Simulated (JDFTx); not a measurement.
# Double layer at AlRu(100)

System: AlRu(100) (Pm-3m bulk; lattice of mp-542569, not re-optimised at this level), 1x1 cell of 7 atoms in 7 planes (Al outermost, slab composition Al4Ru3), area 8.90 Å² a face, 8.6 Å between the outermost planes in a cell 24.9 Å high; k mesh 8×8×1, Fermi width 0.01 Ha, no spin polarisation. Whether this polymorph is the ambient one wasn't checked.

Computed with a modified build of JDFTx: PBE, GBRV ultrasoft potentials, plane waves to 20/100 Ha. Outer atoms relaxed in vacuum, keeping the start's symmetry. The same nuclei were then put into each liquid, at zero charge and at set potentials or charges. The surface is an ideal bare cut with both faces alike: no reconstruction, overlayer or explicit solvent molecules. Potentials refer to SHE, placed 4.44 V below the bulk liquid's zero by convention.

In vacuum the work function is 3.30 eV, which would put the uncharged electrode at -1.14 V vs SHE if the liquid did nothing. Each liquid moves the Fermi level of the neutral slab, now counted from the bulk liquid: CANDLE, water, 1 M NaCl by 0.45 eV, to a potential of zero charge of -1.59 V; SCCS (g09 parameters), water, 1 M NaCl by 0.17 eV, to a potential of zero charge of -1.31 V. The models of water differ by 0.29 V among themselves.

Charging:

```csv
liquid,U − U_pzc (V),σ (μC/cm²),σ/(U − U_pzc) (μF/cm²),Δγ (mJ/m²)
"CANDLE, water",0.19,4.0,21,-4
"CANDLE, water",0.29,6.2,21,-9
"CANDLE, water",0.49,10.9,22,-26
"CANDLE, water",0.89,21.6,24,-90
"SCCS (g09 parameters), water",-0.39,-5.4,14,-11
"SCCS (g09 parameters), water",-0.19,-2.8,14,-3
```

The mean capacitance runs from 14 to 24 μF/cm². Δγ, the grand free energy per area against the neutral surface, is negative throughout, since charging at a held potential lowers it. The cavity function reaches one half at 3.2 Å (CANDLE, water), 2.8 Å (SCCS (g09 parameters), water) above the top atoms; the models define their cavities differently. No specific adsorption of ions or solvent is in these numbers.
